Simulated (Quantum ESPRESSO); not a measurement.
## Si14PAl (input and log of a self-consistent run)

Simulated, not a measurement. The program is pw.x of Quantum ESPRESSO 7.5 (plane-wave density functional theory). The cell is made up: 16 atoms on a doubled zincblende/diamond lattice, with randomly drawn elements, strain and displacements, not relaxed. PseudoDojo standard norm-conserving files (v0.5 for PBE, v0.4.1 for LDA and PBEsol) set the functional; there is no spin polarisation, spin-orbit coupling or dispersion term, and the masses in the input are unused placeholders.

Input:

```
&control calculation='scf', pseudo_dir='./dojo.nc.sr.pbe.v0_5.standard.upf', outdir='./o', disk_io='low', tprnfor=.true., tstress=.true. /
&system ibrav=0, nat=16, ntyp=3, nbnd=42, ecutwfc=44.02568797, nosym=.true., tot_charge=0,
 occupations='smearing', smearing='fd', degauss=0.0073498644
/
&electrons conv_thr=7.350e-09, electron_maxstep=60, /
ATOMIC_SPECIES
Al 1.0 Al.upf
P 1.0 P.upf
Si 1.0 Si.upf
CELL_PARAMETERS angstrom
5.593 0.0 0.0
0.0 5.593 0.0
0.0 0.0 11.1859
ATOMIC_POSITIONS angstrom
Si 0.0444 0.0904 0.0052
Si -0.2311 2.6617 2.7094
Si 2.8644 -0.0216 2.7826
P 2.7478 2.7066 0.0051
Si -0.0478 0.015 5.6758
Si 0.0695 2.7318 8.3437
Al 2.626 0.0665 8.3523
Si 2.795 2.8692 5.5903
Si 1.3264 1.4136 1.5074
Si 1.4357 4.2715 4.055
Si 4.2337 1.5661 4.3052
Si 4.1864 4.2461 1.3917
Si 1.3219 1.4835 6.9512
Si 1.3036 4.2872 9.746
Si 4.1585 1.3207 9.7645
Si 4.1982 4.2558 6.9598
K_POINTS automatic
6 6 4 1 1 1
```

The log is shortened where brackets say so; the opening notice, blank lines, dates and the lines on written files are dropped, and the path of the files is cut. It prints rydbergs, bohrs and kilobars, and counts compression as positive stress.

```
     Program PWSCF v.7.5
     Parallel version (MPI & OpenMP), running on       4 processor cores
     Number of MPI processes:                 4
     Threads/MPI process:                     1
     [start-up lines left out]
     bravais-lattice index     =            0
     lattice parameter (alat)  =      10.5692  a.u.
     unit-cell volume          =    2361.3327 (a.u.)^3
     number of atoms/cell      =           16
     number of atomic types    =            3
     number of electrons       =        64.00
     number of Kohn-Sham states=           42
     kinetic-energy cutoff     =      44.0257  Ry
     charge density cutoff     =     176.1028  Ry
     scf convergence threshold =      7.3E-09
     mixing beta               =       0.7000
     number of iterations used =            8  plain     mixing
     Exchange-correlation= PBE
                           (   1   4   3   4   0   0   0)
     [axes and pseudopotential details left out]
   Cartesian axes
     site n.     atom                  positions (alat units)
         1        Si     tau(   1) = (   0.0079385   0.0161631   0.0009297  )
         2        Si     tau(   2) = (  -0.0413195   0.4758984   0.4844270  )
         3        Si     tau(   3) = (   0.5121402  -0.0038620   0.4975148  )
         4        P      tau(   4) = (   0.4912927   0.4839263   0.0009119  )
         5        Si     tau(   5) = (  -0.0085464   0.0026819   1.0148042  )
         6        Si     tau(   6) = (   0.0124262   0.4884320   1.4918112  )
         7        Al     tau(   7) = (   0.4695155   0.0118899   1.4933488  )
         8        Si     tau(   8) = (   0.4997318   0.5129984   0.9995173  )
         9        Si     tau(   9) = (   0.2371536   0.2527445   0.2695155  )
        10        Si     tau(  10) = (   0.2566959   0.7637225   0.7250134  )
        11        Si     tau(  11) = (   0.7569641   0.2800107   0.7697479  )
        12        Si     tau(  12) = (   0.7485071   0.7591811   0.2488289  )
        13        Si     tau(  13) = (   0.2363490   0.2652423   1.2428393  )
        14        Si     tau(  14) = (   0.2330771   0.7665296   1.7425353  )
        15        Si     tau(  15) = (   0.7435187   0.2361345   1.7458430  )
        16        Si     tau(  16) = (   0.7506168   0.7609154   1.2443769  )
     number of k points=    72  Fermi-Dirac smearing, width (Ry)=  0.0073
                       cart. coord. in units 2pi/alat
        k(    1) = (   0.0833333   0.0833333   0.0625006), wk =   0.0277778
        k(    2) = (   0.0833333   0.0833333   0.1875017), wk =   0.0277778
     [further k points left out]
     Dense  grid:    93285 G-vectors     FFT dimensions: (  45,  45,  90)
     Estimated max dynamical RAM per process >     283.58 MB
     Estimated total dynamical RAM >       1.04 GB
     Initial potential from superposition of free atoms
     starting charge      63.9888, renormalised to      64.0000
     Starting wfcs are   64 randomized atomic wfcs
     total cpu time spent up to now is        8.6 secs
     per-process dynamical memory:   242.1 Mb
     Self-consistent Calculation
     iteration #  1     ecut=    44.03 Ry     beta= 0.70
     Davidson diagonalization with overlap
     ethr =  1.00E-02,  avg # of iterations =  3.2
     Threshold (ethr) on eigenvalues was too large:
     Diagonalizing with lowered threshold
     Davidson diagonalization with overlap
     ethr =  7.15E-04,  avg # of iterations =  2.2
     total cpu time spent up to now is       40.2 secs
     total energy              =    -136.70125278 Ry
     estimated scf accuracy    <       0.50055652 Ry
     iteration #  2     ecut=    44.03 Ry     beta= 0.70
     Davidson diagonalization with overlap
     ethr =  7.82E-04,  avg # of iterations =  6.9
     total cpu time spent up to now is       59.3 secs
     total energy              =    -136.21539706 Ry
     estimated scf accuracy    <       3.17772398 Ry
     iteration #  3     ecut=    44.03 Ry     beta= 0.70
     Davidson diagonalization with overlap
     ethr =  7.82E-04,  avg # of iterations =  5.2
     total cpu time spent up to now is       77.5 secs
     total energy              =    -136.77879804 Ry
     estimated scf accuracy    <       0.40719587 Ry
     iteration #  4     ecut=    44.03 Ry     beta= 0.70
     Davidson diagonalization with overlap
     ethr =  6.36E-04,  avg # of iterations =  1.4
     total cpu time spent up to now is       89.5 secs
     total energy              =    -136.79537837 Ry
     estimated scf accuracy    <       0.07973733 Ry
     iteration #  5     ecut=    44.03 Ry     beta= 0.70
     Davidson diagonalization with overlap
     ethr =  1.25E-04,  avg # of iterations =  3.5
     total cpu time spent up to now is      103.8 secs
     total energy              =    -136.80055773 Ry
     estimated scf accuracy    <       0.02864866 Ry
     [iterations 6 to 8 left out]
     iteration #  9     ecut=    44.03 Ry     beta= 0.70
     Davidson diagonalization with overlap
     ethr =  7.92E-08,  avg # of iterations =  3.5
     total cpu time spent up to now is      175.2 secs
     total energy              =    -136.80246539 Ry
     estimated scf accuracy    <       0.00001570 Ry
     iteration # 10     ecut=    44.03 Ry     beta= 0.70
     Davidson diagonalization with overlap
     ethr =  2.45E-08,  avg # of iterations =  2.0
     total cpu time spent up to now is      187.8 secs
     total energy              =    -136.80246699 Ry
     estimated scf accuracy    <       0.00000119 Ry
     iteration # 11     ecut=    44.03 Ry     beta= 0.70
     Davidson diagonalization with overlap
     ethr =  1.86E-09,  avg # of iterations =  4.2
     total cpu time spent up to now is      203.7 secs
     total energy              =    -136.80246736 Ry
     estimated scf accuracy    <       0.00000005 Ry
     iteration # 12     ecut=    44.03 Ry     beta= 0.70
     Davidson diagonalization with overlap
     ethr =  7.33E-11,  avg # of iterations =  4.0
     total cpu time spent up to now is      221.1 secs
     total energy              =    -136.80246738 Ry
     estimated scf accuracy    <          9.6E-09 Ry
     iteration # 13     ecut=    44.03 Ry     beta= 0.70
     Davidson diagonalization with overlap
     ethr =  1.51E-11,  avg # of iterations =  2.1
     total cpu time spent up to now is      235.5 secs
     End of self-consistent calculation
          k = 0.0833 0.0833 0.0625 ( 11640 PWs)   bands (ev):
    -6.5733  -5.4879  -4.8789  -3.9362  -3.0302  -2.8999  -2.5392  -2.4106
    -2.2620  -1.8976  -1.4995  -1.3568  -0.4388   1.0836   1.1755   1.5848
     1.7496   2.0354   2.2676   2.2946   2.3576   2.5048   2.6916   2.7532
     2.9755   3.1658   3.4694   3.8613   4.0493   4.7772   5.0478   5.4398
     5.6654   5.9275   6.1786   6.3680   6.6326   6.7196   6.8602   7.0932
     7.5476   7.7958
     [levels at the other k points left out]
     the Fermi energy is     5.5787 ev
!    total energy              =    -136.80246738 Ry
     estimated scf accuracy    <          8.0E-10 Ry
     smearing contrib. (-TS)   =      -0.00229145 Ry
     internal energy E=F+TS    =    -136.80017593 Ry
     The total energy is F=E-TS. E is the sum of the following terms:
     one-electron contribution =      32.28300662 Ry
     hartree contribution      =      10.34908723 Ry
     xc contribution           =     -48.79547853 Ry
     ewald contribution        =    -130.63679126 Ry
     convergence has been achieved in  13 iterations
     Forces acting on atoms (cartesian axes, Ry/au):
     atom    1 type  3   force =    -0.02446574   -0.02635560    0.00708928
     atom    2 type  3   force =     0.06411053    0.07900579    0.00754191
     atom    3 type  3   force =    -0.00597353    0.05184312    0.01605847
     atom    4 type  2   force =    -0.00276732    0.04508866    0.00235118
     atom    5 type  3   force =     0.03100548    0.01584858   -0.05889656
     atom    6 type  3   force =    -0.06406735    0.05288363    0.03629578
     atom    7 type  1   force =     0.04439666   -0.01230102   -0.01206114
     atom    8 type  3   force =    -0.02568410    0.02123336   -0.00632266
     atom    9 type  3   force =     0.04030262   -0.02108626   -0.02587181
     atom   10 type  3   force =    -0.04677487   -0.02999070    0.03822165
     atom   11 type  3   force =    -0.03298544   -0.08703097    0.00677055
     atom   12 type  3   force =    -0.00473386   -0.02090562   -0.03288871
     atom   13 type  3   force =     0.02456043   -0.01206795   -0.03559235
     atom   14 type  3   force =     0.00215934   -0.05674311    0.01939464
     atom   15 type  3   force =     0.01121658    0.02764987    0.00063429
     atom   16 type  3   force =    -0.01029943   -0.02707178    0.03727548
     Total force =     0.243659     Total SCF correction =     0.000038
     Computing stress (Cartesian axis) and pressure
          total   stress  (Ry/bohr**3)                   (kbar)     P=      -33.13
  -0.00021923  -0.00001175  -0.00012123          -32.25       -1.73      -17.83
  -0.00001175  -0.00025213  -0.00001972           -1.73      -37.09       -2.90
  -0.00012123  -0.00001972  -0.00020432          -17.83       -2.90      -30.06
     init_run     :      7.93s CPU      8.39s WALL (       1 calls)
     electrons    :    225.06s CPU    226.86s WALL (       1 calls)
     forces       :      4.06s CPU      4.12s WALL (       1 calls)
     stress       :     13.08s CPU     13.69s WALL (       1 calls)
     [timing details left out]
     PWSCF        :   4m10.43s CPU   4m13.48s WALL
     JOB DONE.
```

In other units: free energy -1861.292 eV for the cell, pressure -3.31 GPa, largest force component 2.238 eV/Å. A rerun of this cell at a cutoff of 838 eV and k mesh 8 x 8 x 6 moved values by no more than 0.003 eV in energy, 0.02 GPa in stress and 0.002 eV/Å in force.